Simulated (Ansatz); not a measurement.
Data sheet: Al2O3 (DFT)

Al2O3:
```xyz
5
Lattice="1.5014 0.8668 5.7799 -1.5014 0.8668 5.7799 0.0000 -1.7337 5.7799" Properties=species:S:1:pos:R:3 pbc="T T T"
Al     0.0000     0.0000     3.3475
Al     0.0000     0.0000    12.0221
O      0.0000     0.0000     0.4865
O      0.0000     0.0000    10.0941
O      0.0000     0.0000    13.9837
```

Space group R3m (No. 160); conventional cell a = 3.003 Å, b = 3.003 Å, c = 17.340 Å, α = 90.00°, β = 90.00°, γ = 120.00°.

Method: the program Ansatz at the r²SCAN level (PAW). Geometry: relaxed at this level of theory. Other levels are named where they apply.

**Cell and energy**

| Item | Result |
|---|---|
| Volume per atom | 9.03 Å³ |
| Density | 3.75 g/cm³ |
| Formation energy from the elements (no fitted shifts) | -3.18 eV/atom |

**Electronic structure**

| Item | Value |
|---|---|
| Band gap | 5.07 eV (direct) |
| Valence-band maximum | at Γ |
| Conduction-band minimum | at Γ |
| Electron effective mass | 0.36, 0.36, 0.43 mₑ (principal values) |
| Hole effective mass | 0.40, 1.6, 1.6 mₑ (principal values) |
| HSE06 gap on the r²SCAN cell | 6.04 eV |

**Mechanics**

| Item | Value |
|---|---|
| Elastic constants (relaxed ions, GPa) | C11 = 411, C12 = 235, C13 = 102, C14 = 18.6, C33 = 422, C44 = 144 |
| Mechanical stability | stable (all eigenvalues of C positive) |
| Hill bulk and shear moduli | 234 and 122 GPa |
| Young's modulus | 312 GPa |
| Poisson's ratio | 0.28 |
| Debye temperature from the elastic constants | 909 K |
| Piezoelectric stress constants (proper, relaxed ions, C/m²) | e15 = e24 = -0.16, e16 = e21 = -0.07, e22 = 0.07, e31 = e32 = -0.18, e33 = -0.08 |

**Dielectric response**

| Property | Result |
|---|---|
| Electronic dielectric constant ε∞ (DFPT) | 3.10 (xx = yy), 2.98 (zz) |
| Static dielectric constant ε0 (ions relaxed, cell fixed) | 9.59 (xx = yy), 18.8 (zz) |
| Born charges (a third of the trace) | Al +2.86 to +2.96, O -1.97 to -1.88 e |
| Largest static χ(2) component | 0.74 pm/V |

**Phonons**

| Property | Result |
|---|---|
| Highest zone-centre frequency (without LO–TO term) | 863 cm⁻¹ |
| Zone-centre stability | no imaginary mode at Γ |

The workflow started from a Materials Project entry (that database holds measured and hypothetical structures alike); the Crystallography Open Database copy checked does not list it. It is not the phase usual at ambient conditions (space group No. 167). The r²SCAN relaxation kept the symmetry of its start. Signs of piezoelectric constants follow the polarity of the cell as given. The references are the lowest solids computed at this level, not always the standard phases (solids in place of the gases).

Potentials: the later of the program's two PAW sets.
